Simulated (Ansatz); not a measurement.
**Property card for Zr$_{2}$Cd**

Zr$_{2}$Cd:
```
CELL_PARAMETERS angstrom
     -1.54671     1.54671     6.97577
      1.54671    -1.54671     6.97577
      1.54671     1.54671    -6.97577
ATOMIC_POSITIONS crystal
  Zr 0.16859 0.16859 0.00000
  Zr 0.83141 0.83141 0.00000
  Cd 0.50000 0.50000 0.00000
```

Space group I4/mmm (No. 139); conventional cell a = b = 3.093 Å, c = 13.952 Å, α = β = γ = 90.00°.

Method: plane-wave PAW r²SCAN (Ansatz code). The cell and atoms are relaxed at this level. Other levels are named where they apply.

### Cell and energy

- Volume per atom = 22.25 Å³
- Density = 7.33 g/cm³
- Formation energy from the elements (no fitted shifts) = -0.14 eV/atom

### Electronic structure

- Electronic character = metallic (no gap)
- Density of states at the Fermi level = 0.88 states/eV per atom (mean over ±0.08 eV)

The first step of the workflow began from a Materials Project structure, measured or hypothetical; the Crystallography Open Database copy checked does not list it. With Zr and Cd taken as one species the cell has the higher symmetry Fm-3m, so it may be an ordered model of a mixed-site phase. Whether it is the stable phase at ambient conditions was not checked. The cell was relaxed with r²SCAN under the symmetry of its start; whether a distortion lowers the energy is not shown. The run is not spin-polarised. Axis ratios of metals converge slowly with the k-mesh, so a and c are less sure than the volume. The references are the lowest solids computed at this level, not always the standard phases. Spin–orbit coupling is left out wherever it is not named.

Potentials: the later of the program's two PAW sets.
